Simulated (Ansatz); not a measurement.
The cell is Sr₂TeO as one 4-atom ordering (P4/mmm) on the rocksalt lattice; cell and atoms were relaxed with r2SCAN. The symmetry is P4/mmm (No. 123, tetragonal); conventional cell a = 4.356 Å, c = 6.172 Å, 29.28 Å³ an atom. Around O lie 6 Sr at 3.08–3.09 Å; around Sr lie 4 Te at 3.08 Å and 2 O at 3.09 Å; around Te lie 6 Sr at 3.08–3.09 Å; around Sr lie 4 O at 3.08 Å and 2 Te at 3.09 Å.

```yaml
crystal:
  lattice:
    - [4.35631, 0.00000, 0.00000]
    - [0.00000, 4.35631, 0.00000]
    - [0.00000, 0.00000, 6.17239]
  atoms:
    - { symbol: O, position: [0.00000, 0.00000, 0.00000] }
    - { symbol: Sr, position: [0.00000, 0.00000, 0.50000] }
    - { symbol: Te, position: [0.50000, 0.50000, 0.50000] }
    - { symbol: Sr, position: [0.50000, 0.50000, 0.00000] }
```

The questions ask for values computed with the PAW code Ansatz on this geometry. (Calculated; spin-unpolarised; the phase may be known or hypothetical.)

Q: Is there a gap with PBE, and of what kind?

A: With PBE the gap is 1.47 eV and direct, at Γ.

Q: Estimate the gap with HSE06 on 4×4×4.

A: With HSE06 the gap is 2.45 eV and direct, at Γ. The gap differs by +0.98 eV from PBE's.

Q: Estimate the gap with PBE0 on 4×4×4.

A: The PBE0 gap is direct at Γ: 3.15 eV. The gap differs by +1.68 eV from PBE's.

Q: What does G0W0@PBE with 349 empty bands, a screening cutoff of 120 eV and a 4×4×2 mesh give?

A: 2.19 eV (the shift on the mesh added to PBE's least gap). The quasiparticle gap on this mesh is 2.20 eV (direct at Γ), against 1.47 eV from PBE: +0.73 eV. Renormalisation factors Z lie between 0.65 and 0.79. G0W0 here is at a finite number of bands, screening cutoff and k mesh, not at the basis limit.

Q: What are ε∞ and the Born charges with r2SCAN?

A: The clamped-ion dielectric constant comes out as 4.89 along x and y, 4.71 along z. Born charges, averaged over directions: O -2.57, Sr +2.28 to +2.32, Te -2.04 e.

No spin-orbit coupling is included; it can move band edges with weight on the heavy atoms by tenths of an eV.

The meshes of the hybrids are coarse, so their gaps aren't converged to the digits shown.
